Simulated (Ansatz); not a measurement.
SnSe2, one structure, two calculations

Cell: a structure deposited in the COD, ions relaxed with PBE at fixed cell.

```xyz
3
Lattice="3.8110 0.0000 0.0000 -1.9055 3.3004 0.0000 0.0000 0.0000 6.1360" Properties=species:S:1:pos:R:3 pbc="T T T"
Sn    0.0000    0.0000    0.0000
Se    0.0000    2.2003    1.6058
Se    1.9055    1.1001    4.5302
```

Atoms are numbered from 1 in the order listed; like atoms form one site, named after its first atom.

First run. Method: Kohn–Sham DFT in Ansatz, PBE, plane waves and PAW, scalar-relativistic, 420 eV cutoff, Γ-centred 13×13×7 k-points, Fermi–Dirac smearing 0.02 eV.

```
site  atom  V_zz (10²¹ V/m²)     η
  Sn     1             -0.18  0.00
  Se     2             -4.64  0.00
```

Second run. The same atoms and settings, except that the functional is LDA.

Task: What does the second run give?

Result: 

```csv
site,atom,V_zz,η,change of V_zz
Sn,1,-0.072,0.00,+0.11
Se,2,-4.53,0.00,+0.11
```

The largest change of V_zz is on Sn, from -0.18 to -0.072. In per cent, |V_zz| changes by -2 on Se (all sites that start above 0.5).

Without spin–orbit coupling (the program notes it for Sn) the gradients can shift somewhat, as the gap is small.
For the second run: The largest force is 0.3 eV/Å, so the atoms aren't at the calculated equilibrium and relaxing them would move these values. With a gap of 0.4 eV on this mesh, the gradients can still move by some per cent as the k-mesh gets denser.
